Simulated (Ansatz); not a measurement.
Task: Name crystals whose computed values (DFT-LDA in the program Ansatz with PAW potentials) fall in these windows: B₀ by P(V) fit (GPa) 25 to 34; Θ_D (K) 150 to 190; G_Hill (GPa) 17 to 23.

Result: 

```tsv
crystal	B₀ by P(V) fit (GPa)	Θ_D (K)	G_Hill (GPa)
La, dhcp (α-La type)	29.6	175	20.4
```
Others may fit too.

The cell was relaxed under the symmetry of its start. Spin–orbit coupling is left out wherever it is not named.

Potentials: the later of the program's two PAW sets.
